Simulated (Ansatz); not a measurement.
Here is the system:

AlP:
Space group P6₃/mmc (No. 194); a = 3.570 Å, b = 3.570 Å, c = 5.757 Å, α = 90.00°, β = 90.00°, γ = 120.00°

```csv
atom,site,symmetry,x,y,z
Al,2a,-3m.,0.0000,0.0000,0.0000
P,2c,-6m2,0.3333,0.6667,0.2500
```

This is the PBEsol-relaxed structure.

### Question
All from the program Ansatz at the PBEsol level (PAW), unless another level is named. Predict the electronic character.

### Answer
metallic (no gap).

### Question
Predict the density of states at the Fermi level.

### Answer
0.18 states/eV per atom (mean over ±0.08 eV).

### Question
What about the formation energy from the elements (no fitted shifts)?

### Answer
-0.40 eV/atom.

Space group P6_3/mmc (NiAs type). The start of the workflow was typed in or built on a structure type; neither database checked (COD, Materials Project) lists it. It is not the phase usual at ambient conditions (space group No. 216). The PBEsol relaxation kept the symmetry of its start; of distortions, only those at the zone centre were tested. The references are the lowest solids computed at this level, not always the standard phases.

Potentials: the later of the program's two PAW sets.
